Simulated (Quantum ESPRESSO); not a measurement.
Parts of the isotropic shielding in GaN, by PBE GIPAW (a modified build of Quantum ESPRESSO, JTH PAW datasets), 25 Ha, k-mesh 13×13×7 shifted:

```
CELL_PARAMETERS angstrom
      3.19720     0.00000     0.00000
     -1.59860     2.76886     0.00000
      0.00000     0.00000     5.20700
ATOMIC_POSITIONS crystal
  Ga 0.66667 0.33333 0.59160
  Ga 0.33333 0.66667 0.09160
  N  0.66667 0.33333 0.96840
  N  0.33333 0.66667 0.46840
```
The cell was made here from an entry of the Crystallography Open Database (unchecked): atoms relaxed with PBE in the measured cell (PBE without dispersion, pw.x of Quantum ESPRESSO, symmetry kept).  Stability against distortions was not tested.

The core term is that of the free atom's frozen core; the paramagnetic column sums the reconstruction terms. Shieldings are absolute and leave out the bulk-susceptibility term; a larger σ means a smaller chemical shift. By our sweeps, such settings leave a few ppm in absolute σ on light atoms and up to some 20 ppm from Zn on.

```json
[
 {"site": "Ga (atoms 1, 2)", "core": "2363.1", "bare (smooth current)": "13.2", "diamagnetic correction": "272.7", "paramagnetic corrections": "___", "σ_iso (ppm)": "___"},
 {"site": "N (atoms 3, 4)", "core": "235.8", "bare (smooth current)": "-13.4", "diamagnetic correction": "11.0", "paramagnetic corrections": "___", "σ_iso (ppm)": "___"}
]
```

Some entries are withheld; supply them.


- Ga (atoms 1, 2), paramagnetic corrections: -1298.6
- Ga (atoms 1, 2), σ_iso (ppm): 1350.4
- N (atoms 3, 4), paramagnetic corrections: -119.6
- N (atoms 3, 4), σ_iso (ppm): 113.7
